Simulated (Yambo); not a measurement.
Rb$_{2}$KScF$_{6}$ (space group Fm-3m, No. 225), G0W0@LDA in Yambo with this input:

```
rim_cut
gw0
dyson
el_el_corr
HF_and_locXC
ppa
em1d
RandQpts= 1000000
RandGvec= 1 Ry
EXXRLvcs= 84 Ry
VXCRLvcs= 336 Ry
Chimod= "HARTREE"
% BndsRnXp
 2 | 284 |
%
NGsBlkXp= 7 Ry
% LongDrXp
 1.0 | 1.0 | 1.0 |
%
PPAPntXp= 27.2114 eV
% GbndRnge
 1 | 284 |
%
GTermKind= "BG"
DysSolver= "n"
ExtendOut
```

On a 2×2×2 mesh, with wavefunctions cut at 84 Ry, the gap (Γ → Γ) is 9.872 eV and the valence edge shifts by -2.316 eV.

Task: What happens with this change: 3 Ry block?

Result: The gap rises by 0.273 eV, to 10.145 eV; the shift of the valence edge becomes -2.701 eV. Neither run is shown to be the converged limit.

Geometry of the Materials Project entry, not relaxed at this level; primitive cell a = b = c = 6.505 Å, α = β = γ = 60.00°.

The structure is a Materials Project entry; no match was found in the copy of COD used, and its stability was not checked.

A shift is the quasiparticle energy of the state minus its LDA energy.
